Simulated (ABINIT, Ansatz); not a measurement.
Given: the input of a run of Ansatz 0.2.0 on SiF. Atoms were shifted at random by some hundredths of an Å from the given cell, which wasn't relaxed again for these runs. The cell comes from a database or a generator and needn't be the stable form of this composition.

File input.yaml:

```yaml
crystal:
  lattice:
    - [1.3386, 0.77284, 3.89831]
    - [-1.3386, 0.77284, 3.89831]
    - [0.0, -1.54568, 3.89831]
  atoms:
    - { symbol: Si, position: [0.500255, 0.494541, 0.508914] }
    - { symbol: F, position: [0.001654, 0.016387, -0.015593] }
hamiltonian:
  xc: pbe
  pseudopotentials: { kind: paw }
kpoints:
  mp_grid: { grid: [12, 12, 12] }
scf:
  occupations: { method: fermi_dirac, width: 0.05 }
output:
  forces: true
  stress: true
  eigenvalues: true
```

Potentials or basis: Ansatz PAW.

Run with:

```bash
$ ansatz run input.yaml --threads 1 --pin off --max-ram 3584MiB --backend cpu --events-out ev --progress --plain --runs-dir out
```

Question: Set up the same calculation for ABINIT 10.8.3 (patched build). Potentials or basis there: JTH PAW PBE v2.0, cutoff 626 eV.

Answer: As run (cutoffs and basis follow the program's own potentials, and thresholds, step limits or extra output files can differ):

run.abi

```
# Pseudopotentials
pp_dirpath "./"
pseudos "Si.GGA_PBE-JTH.xml, F.GGA_PBE-JTH.xml"

# Structure
acell 3*1.0 Angstrom
rprim
     1.3386000000     0.7728400000     3.8983100000
    -1.3386000000     0.7728400000     3.8983100000
     0.0000000000    -1.5456800000     3.8983100000
ntypat 2
znucl 14 9
natom 2
typat 1 2
xcart
     0.0144540623    -0.0336372212    11.0774379722
    -0.0372684110     0.0718938645     0.0180337752
chkprim 0
chksymtnons 0
tolsym 1.0e-6

# Plane-wave basis
ecut 625.861884 eV
pawecutdg 45.0
pawxcdev 0

# k points
kptopt 1
ngkpt 12 12 12
nshiftk 1
shiftk 0.0 0.0 0.0

# Exchange and correlation
ixc 11

# Bands and occupations
nband 10
occopt 3
tsmear 0.05 eV

# SCF cycle
nstep 100
tolvrs 1.0e-9

# Output
iomode 3
prtwf 0
prtden 0
prteig 0
prtebands 0
enunit 1
```

Potentials or basis: JTH PAW PBE v2.0.

Command:

```console
$ abinit run.abi > log 2>&1
```

Both were run:

|  | Ansatz | ABINIT |
| --- | --- | --- |
| Pressure | 0.2 GPa | 0.0 GPa |
| Largest force | 0.107 eV/Å | 0.106 eV/Å |
| Energy over the undisturbed cell | -1.7 meV/atom | -1.7 meV/atom |

Ansatz's pressure holds a Pulay term of +0.53 GPa for its cutoff of 420 eV, which the other run lacks.

Where Ansatz's input types no cutoff or centring, it takes its own default and a Γ-centred mesh.

The undisturbed cell isn't at this level's minimum, so the move can lower the energy.

Pressure is positive in compression.
